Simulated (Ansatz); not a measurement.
A: SiC (zinc blende), a = 4.3563 Å, b = 4.3563 Å, c = 4.3563 Å, α = 90.00°, β = 90.00°, γ = 90.00°
B: C (diamond), a = 3.5603 Å, b = 3.5603 Å, c = 3.5603 Å, α = 90.00°, β = 90.00°, γ = 90.00°
C: PbS (rock salt), a = 5.974 Å, b = 5.974 Å, c = 5.974 Å, α = 90.00°, β = 90.00°, γ = 90.00°

Scan: energy over volume and axial ratio (atoms clamped). All come from one method, each on a k mesh of its own. All were relaxed with their symmetry unable to fall. Spin-orbit coupling is left out.

Q: Order them by shear modulus C′ = (C11 − C12)/2 (fitted) (highest first) at the level r2SCAN (plane waves to 500 eV, PAW, scalar-relativistic; Ansatz, an electronic-structure program).

A: B (496 GPa), A (140 GPa), C (60 GPa)

(Under strain, the slope of the energy per volume gives the stress and its curvature an elastic modulus.)
